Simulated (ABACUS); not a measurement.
**Checks by hand on Ti (Im-3m, 1 atom in the cell; from COD 9012924, lattice scaled a little)**

```yaml
crystal:
  lattice:
    - [-1.64543, 1.64543, 1.64543]
    - [1.64543, -1.64543, 1.64543]
    - [1.64543, 1.64543, -1.64543]
  atoms:
    - { symbol: Ti, position: [0.00000, 0.00000, 0.00000] }
```

All values come from this method and carry its errors: LDA (PW92), numerical atomic orbitals DZP (confined pseudo-atomic orbitals with Gaussian additions; energy shift 0.003 Ry), PseudoDojo 0.4 standard norm-conserving LDA (tails mended) pseudopotentials (ABACUS).

Main settings: basis = DZP numerical atomic orbitals, energy shift 0.003 Ry; KPT = Gamma 12 12 12 0 0 0; basis_type = lcao; dft_functional = PWLDA; ecutwfc = 100 Ry; smearing_method = fd; smearing_sigma = 0.00734986 Ry; potentials = PseudoDojo 0.4 standard norm-conserving LDA (tails mended).

The atom-centred basis is finite, which shifts total energies and pressures against plane waves.

The cell was also run at V = 17.641 Å³ (F = -1614.68958 eV, P = -9.77 GPa) and V = 17.998 Å³ (F = -1614.66613 eV, P = -11.29 GPa), scaled uniformly; the base has V = 17.820 Å³, P = -10.55 GPa and F₀ = -1614.67825 eV.

Question: Check the pressure against the energies, and estimate the bulk modulus.

Answer: P = −dF/dV ≈ −(0.02345 eV)/(0.357 Å³) = -0.06569 eV/Å³; times 160.218 GPa per eV/Å³ this is -10.52 GPa, against -10.55 GPa from the stress tensor. B = −V dP/dV ≈ −17.820 × (-1.52 GPa)/(0.357 Å³) = 76 GPa at this volume. The curvature of the energies, B = V (F₊ + F₋ − 2F₀)/(ΔV/2)², gives 71 GPa. Shape and fractional positions were held, which usually makes B too large where they are free.

With Fermi-Dirac occupations of width kT = 0.1000 eV the run gave E = -1614.5995 eV and F = E − TS = -1614.6783 eV for the cell.

Question: Extrapolate the energy to zero width, and estimate the density of states at the Fermi level.

Answer: TS = E − F = 0.0788 eV. To second order in the width E rises and F falls by the same amount, so E(0) ≈ (E + F)/2 = -1614.6389 eV. The Sommerfeld expansion gives TS = (π²/3) g (kT)², so g ≈ 3 × 0.0788/(π² × 0.1000²) = 2.40 states/eV for the cell, 2.40 an atom (both spins). This g is a mean over a few kT around the Fermi level on this mesh. It implies a bare coefficient γ = (π²/3) k_B² g = 2.357 × 2.40 = 5.7 mJ/(mol K²) for a mole of atoms, without any enhancement by phonons or spin fluctuations.

The atomic orbitals were generated for these runs; they are not ABACUS's published sets and were checked against plane waves on a few crystals only.

“Tails mended”: in these copies of the files the far tail of each local potential was reset to the Coulomb form.
